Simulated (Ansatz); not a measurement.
SrAl$_{2}$Pb$_{2}$:
```xyz
5
Lattice="-2.2078 2.2078 7.4630 2.2078 -2.2078 7.4630 2.2078 2.2078 -7.4630" Properties=species:S:1:pos:R:3 pbc="T T T"
Pb     0.0000     0.0000     5.6450
Pb     0.0000     0.0000     9.2809
Sr     0.0000     0.0000     0.0000
Al     0.0000     2.2078     3.7315
Al     2.2078     0.0000     3.7315
```

Relaxed with PBE. Special points in fractions of this cell's reciprocal vectors: Γ (0.000, 0.000, 0.000); X (0.000, 0.000, 0.500); P (0.250, 0.250, 0.250); N (0.000, 0.500, 0.000); M (0.500, 0.500, -0.500); S (0.272, 0.728, -0.272); S0 (-0.272, 0.272, 0.272); R (-0.044, 0.044, 0.500); G (0.500, 0.500, -0.044).

### Question
List the band energies nearest the Fermi level at these points for plane-wave PAW PBE (Ansatz code).

### Answer
In eV from the Fermi level; about four levels below and three above (degenerate sets whole), none deeper than 8.9 eV; points with the same levels are listed once.

```csv
k,below,above
Γ,-5.89 -1.90 -1.90 -1.06,0.19 0.19 0.51
X,-3.50 -2.78 -2.72 -2.17,0.11 0.34 0.62
P,-3.48 -2.75 -2.75 -2.26,0.47 0.47 0.59
N,-2.23 -2.10 -0.80 -0.23,0.89 1.08 1.10
M,-2.81 -1.91 -1.91 -1.15,0.10 0.18 0.18
S,-2.68 -1.26 -0.95 -0.22,0.00 0.92 1.30
R,-3.53 -2.77 -2.69 -2.16,0.20 0.34 0.65
```

Space group I4/mmm. The workflow started from an entry of the Crystallography Open Database (COD). Whether it is the stable phase at ambient conditions was not checked. The cell was relaxed with PBE under the symmetry of its start; its stability against distortions is not shown here. The volume moved by 31 % from the start of the relaxation. Spin–orbit coupling is left out wherever it is not named.

Potentials: the later of the program's two PAW sets.
